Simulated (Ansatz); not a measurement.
# Electric field gradients in Ir

The calculation used DFT PBEsol, scalar-relativistic, plane waves, PAW in Ansatz. Plane waves to 420 eV; Γ-centred k mesh 18×18×10; Fermi-Dirac smearing of 0.15 eV. No spin polarisation.

Equilibrium structure at this level:
```
Ir
1.0
     2.72132    0.00000    0.00000
    -1.36066    2.35673    0.00000
     0.00000    0.00000    4.41002
Ir
2
Direct
  0.66667 0.33333 0.75000
  0.33333 0.66667 0.25000
```

In a metal these results depend on the k mesh and the smearing. Spin–orbit coupling is left out, which matters for gradients at heavy nuclei.

Give V_zz (10²¹ V/m²) and the asymmetry η at each distinct site.

Answers

```
       atom V_zz     η
Ir (atom 1)  0.946  0.00
```

This form isn't the element's structure at ambient conditions.

Cost: 1 run of about 0.13 core-minutes, on Intel Xeon Platinum 8488C (Sapphire Rapids) (shared hosts).